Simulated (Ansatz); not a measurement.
## Property card for Si

Si:
```
Si
1.0
    6.92173     1.92376     0.00000
   -6.92173     1.92376     0.00000
   -0.74984     0.00000     6.29371
Si
8
Direct
  0.05562   0.94438   0.87419
  0.94438   0.05562   0.12581
  0.55902   0.44098   0.65348
  0.44098   0.55902   0.34652
  0.21281   0.78719   0.05738
  0.78719   0.21281   0.94262
  0.72707   0.27293   0.58553
  0.27293   0.72707   0.41447
```

Space group C2/m (No. 12); conventional cell a = 13.843 Å, b = 3.848 Å, c = 6.338 Å, α = γ = 90.00°, β = 96.79°.

Method: DFT-r²SCAN in the program Ansatz with PAW potentials. The cell and atoms are relaxed at this level. Other levels are named where they apply.

Cell and energy:

| Item | Result |
|---|---|
| Volume per atom | 20.95 Å³ |
| Density | 2.23 g/cm³ |

Electronic structure:

| Property | Value |
|---|---|
| Band gap | 0.42 eV (indirect) |
| Valence-band maximum | at Γ |
| Conduction-band minimum | on the Γ–M2 line, 96 % of the way from Γ (k = 0.482, -0.482, -0.479) (2 equivalent valleys) |
| Smallest direct gap on the standard path | 0.72 eV |
| Electron effective mass | 0.14, 0.31, 11 mₑ (principal values) |
| Hole effective mass | 0.17, 0.24, 0.50 mₑ (principal values) |
| HSE06 gap on the r²SCAN cell | 0.81 eV |

Mechanics:

| Item | Value |
|---|---|
| Bulk modulus (Birch–Murnaghan fit) | 87.5 GPa |
| Pressure derivative B′ | 4.0 |
| Elastic constants (relaxed ions, GPa) | C11 = 150, C22 = 182, C33 = 179, C12 = 36.8, C13 = 58.8, C23 = 48.8, C44 = 72.0, C55 = 64.9, C66 = 44.0, C15 = 8.0, C25 = -8.7, C35 = 8.6, C46 = -6.4 |
| Mechanical stability | stable (all eigenvalues of C positive) |
| Hill bulk and shear moduli | 88.4 and 59.2 GPa |
| Young's modulus | 145 GPa |
| Poisson's ratio | 0.23 |
| Debye temperature from the elastic constants | 616 K |

Dielectric response:

| Quantity | Result |
|---|---|
| Electronic dielectric constant ε∞ (DFPT) | 11.9 (xx), 11.8 (yy), 12.2 (zz) |

Phonons:

| Item | Result |
|---|---|
| Highest zone-centre frequency | 542 cm^-1 |
| Zone-centre stability | no imaginary mode at Γ |

The workflow started from a Materials Project entry (that database holds measured and hypothetical structures alike); the Crystallography Open Database copy checked does not list it. It is not the phase usual at ambient conditions (space group No. 227). The r²SCAN relaxation kept the symmetry of its start.

Potentials: the later of the program's two PAW sets.
